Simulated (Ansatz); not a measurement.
An Ansatz input:

```yaml
crystal:
  lattice:
    - [3.908661605, 0.0, 0.0]
    - [0.0, 3.908661605, 0.0]
    - [0.0, 0.0, 3.908661605]
  atoms:
    - { symbol: Ba, position: [0.0, 0.0, 0.0] }
hamiltonian:
  xc: r2scan
  pseudopotentials:
    kind: paw_fr
    azcp:
      Ba: "pseudopotentials/Ba.paw.azcp"
basis:
  ecutwfc: 500
  fft_grid_basis: typed
kpoints:
  mp_grid: { grid: [8, 8, 8], shift: [0, 0, 0] }
magnetization:
  noncollinear: true
  spin_orbit: true
scf:
  occupations: { method: fermi_dirac, width: 0.1 }
output:
  write_density: true
  write_potential: true
  elf: true
  volumetric_format: npy
```

and its output:

```
Engine: ansatz 0.2.0, x86_64-unknown-linux-gnu
Pseudopotentials: kind: paw_fr
Pseudopotential: Ba, paw_fr, valence charge 10, recommended cutoff 500 eV (meta_gga) 
Functional definition: r2SCAN
  parameter k0 = 0.174
  parameter k1 = 0.065
  parameter a1 = 4.9479
  exchange = r2scan_x(k0 = k0, k1 = k1, a1 = a1)
  correlation = r2scan_c
non-collinear run that drives no moment, with spin-orbit: no starting moment large enough to seed its density (crystal.atoms[].spin), no starting occupations that ask for one, no magnetisation constraint and no magnetic field, so the semilocal B_xc is pinned to zero
Crystal: 1 atoms, lattice volume = 59.715 Å³
Basis set: ecut = 500 eV, 1503 PW (Γ), exchange–correlation on 120×120×120 points (64 copies of the dense FFT grid, shifted against one another)
Bands: 18, of which v1, the nominal top of the filled ones, is band 10 counted from 1 (9 counted from 0)
Symmetry: 48 space group operations + 48 with time reversal
Magnetic group: BNS 221.93 (UNI 1595), of the structure as read, at distance tolerance 3.9e-5 Å
k-points: 35 of 512
Projection manifold: j_resolved (fully-relativistic pseudo-atomic orbitals)
Non-local potential: Ba, projectors of the file, l = 0: 3, l = 1: 4, l = 2: 4, l = 3: 4
PAW form: soft (Blöchl's): semilocal exchange-correlation on the pseudo side does not see the compensation charge
PAW frozen core: Ba, regenerated for the run's functional (the file was generated under x = pbe(κ = 0.804, μ = 0.2195149727645171), c = pbe(β = 0.06672455060314922))
PAW one-centre angular grid: Ba, 302 points (default); XC on 160 Gauss nodes
Initial density: superposition of atomic densities (chi_scale 0.1, normalization cell)
Initial wavefunctions: pseudopotential atomic-orbital guess
Functional: x = r2scan, c = r2scan; τ floored in thin density (d = 2e-4 eV/Å³)
iter 1 solved again at ethr=8.31e-4 eV; its pass at ethr=3.10e-3 eV (dr2=8.31e-2 eV) is discarded
SCF iter   1: F=—  HF=-5950.712500 eV  |F-HF|=—  |Δ(HF+E_count)|=         —  Δρ=1.01e-2  dr2=8.65e-2  dr2_τ=4.03e-4  dr2_m=0.00e0 (ungated)  ethr=8.31e-4  |M|=0.00e0 ∫|m|=0.00e0 μB  |m|>n=0.0e0 m-floor=0.0e0 τ_xc=0.0e0  β_m=0.30  ⟨swp⟩=1.0  Hψ=2643  notcnv=0
SCF iter   2: F=—  HF=-5950.802064 eV  |F-HF|=—  |Δ(HF+E_count)|=   8.96e-2  Δρ=8.36e-3  dr2=6.71e-2  dr2_τ=1.84e-4  dr2_m=0.00e0 (ungated)  ethr=8.31e-4  |M|=0.00e0 ∫|m|=0.00e0 μB  |m|>n=0.0e0 m-floor=0.0e0 τ_xc=0.0e0  β_m=0.42  ⟨swp⟩=3.0  Hψ=558  notcnv=0
SCF iter   3: F=—  HF=-5950.806052 eV  |F-HF|=—  |Δ(HF+E_count)|=   3.99e-3  Δρ=2.03e-3  dr2=4.25e-3  dr2_τ=3.11e-5  dr2_m=0.00e0 (ungated)  ethr=6.71e-4  |M|=0.00e0 ∫|m|=0.00e0 μB  |m|>n=0.0e0 m-floor=0.0e0 τ_xc=0.0e0  β_m=0.59  ⟨swp⟩=3.6  Hψ=617  notcnv=0
SCF iter   4: F=—  HF=-5950.807876 eV  |F-HF|=—  |Δ(HF+E_count)|=   1.82e-3  Δρ=2.76e-4  dr2=2.03e-5  dr2_τ=2.97e-6  dr2_m=0.00e0 (ungated)  ethr=4.25e-5  |M|=0.00e0 ∫|m|=0.00e0 μB  |m|>n=0.0e0 m-floor=0.0e0 τ_xc=0.0e0  β_m=0.72  ⟨swp⟩=2.1  Hψ=574  notcnv=0
SCF iter   5: F=—  HF=-5950.807926 eV  |F-HF|=—  |Δ(HF+E_count)|=   4.95e-5  Δρ=1.16e-4  dr2=1.25e-5  dr2_τ=4.87e-8  dr2_m=0.00e0 (ungated)  ethr=2.03e-7  |M|=0.00e0 ∫|m|=0.00e0 μB  |m|>n=0.0e0 m-floor=0.0e0 τ_xc=0.0e0  β_m=0.76  ⟨swp⟩=2.1  Hψ=541  notcnv=0
SCF iter   6: F=—  HF=-5950.807931 eV  |F-HF|=—  |Δ(HF+E_count)|=   5.46e-6  Δρ=1.42e-5  dr2=1.29e-7  dr2_τ=9.88e-10  dr2_m=0.00e0 (ungated)  ethr=1.25e-7  |M|=0.00e0 ∫|m|=0.00e0 μB  |m|>n=0.0e0 m-floor=0.0e0 τ_xc=0.0e0  β_m=0.87  ⟨swp⟩=2.5  Hψ=445  notcnv=0
SCF iter   7: F=-5950.807931 eV  HF=-5950.807931 eV  |F-HF|=7.85e-9  |Δ(HF+E_count)|=   1.07e-7  Δρ=2.44e-6  dr2=6.69e-9  dr2_τ=3.12e-11  dr2_m=0.00e0 (ungated)  ethr=1.00e-9  |M|=0.00e0 ∫|m|=0.00e0 μB  |m|>n=0.0e0 m-floor=0.0e0 τ_xc=0.0e0  ⟨swp⟩=5.1  Hψ=1380  notcnv=0
SCF 1 converged in 7 iterations: F = -5950.807931 eV  dr2 = 6.69e-9
SCF converged after 7 iterations
Magnetization: |M| = 0.0000 μB,  M = (+0.0000, +0.0000, +0.0000) μB
Absolute magnetization: 0.0000 μB (∫|m|)
  site 0: m = (+0.0000, +0.0000, +0.0000) μB, |m| = 0.0000 μB  (R = 1.61 Å)
Free energy (F): -5950.807931 eV
Harris-Foulkes:  -5950.807931 eV  (|F-HF|=7.85e-9)
Internal energy: -5950.783519 eV  (E = F + TS)
E sigma→0 (E₀):  -5950.795725 eV
Entropy (-TS):   -0.024412 eV (-24.412 meV/atom)
Fermi energy:    6.304516 eV
--- Per-component energies (eV) ---
  E_band       = -88.781685
  E_kinetic    = 166.906264
  E_local      = -377.165211  (includes V_loc(G=0)·N_el)
  E_nonlocal   = 55.842407
  E_hartree    = 119.596160
  E_xc         = -155.409292
  E_vxc        = -145.183640  (∫ρ·V_xc dr)
  E_paw        = -5237.988472  (= ΣΔE_a)
  E_vpaw       = -35.533426  (= ΣTr[D̂ρ^β])
  E_aug_tail   = -0.000001  (compensation charges beyond the density's cutoff)
  E_vtau       = 7.160365  (kinetic-family band-sum trace: ∫τ·v_τ [+ j·A + Jᵃ·Aᵃ] dr)
  E_ewald      = -522.635136
  E_core_change = 0.069762  (= ΣΔE_core)
  E_smearing   = -0.024412  (= −TS)
  E_closure    = -0.000000  (closes the sum)
  Σ components = -5950.807931   (vs F -5950.807931, Δ=0.00e0)
--- Band table (eV; the first three rows and the last of 35) ---
  k-point 0: bands = ["-23.9002", "-23.9002", "-9.7836", "-9.7836", "-7.7054", "-7.7054", "-7.7054", "-7.7054", "3.5970", "3.5970", "6.4502", "6.4502", "6.4502", "6.4502", "11.4889", "11.4889", "11.4889", "11.4889"]
  k-point 1: bands = ["-23.8900", "-23.8900", "-9.8127", "-9.8127", "-7.7915", "-7.7915", "-7.6933", "-7.6933", "3.8445", "3.8445", "6.5295", "6.5295", "6.6962", "6.6962", "10.8151", "10.8151", "10.9060", "10.9060"]
  k-point 2: bands = ["-23.8653", "-23.8653", "-9.8940", "-9.8940", "-7.9729", "-7.9729", "-7.6641", "-7.6641", "4.4672", "4.4672", "6.7394", "6.7394", "7.2353", "7.2353", "9.9293", "9.9293", "10.0116", "10.0116"]
  k-point 34: bands = ["-23.6962", "-23.6962", "-10.2428", "-10.2428", "-8.3022", "-8.3022", "-8.3022", "-8.3022", "6.1765", "6.1765", "6.1765", "6.1765", "6.2313", "6.2313", "9.7442", "9.7442", "12.2955", "12.2955"]
```

Launched by

```sh
ansatz run input.yaml --threads 1 --pin off --max-ram 3584MiB --backend cpu --events-out ev --progress --plain --runs-dir out
```

On 1 thread of Intel(R) Xeon(R) Platinum 8259CL CPU @ 2.50GHz (Skylake/Cascade Lake) (shared host) this took about 32 s of wall time and 32 s of CPU time.
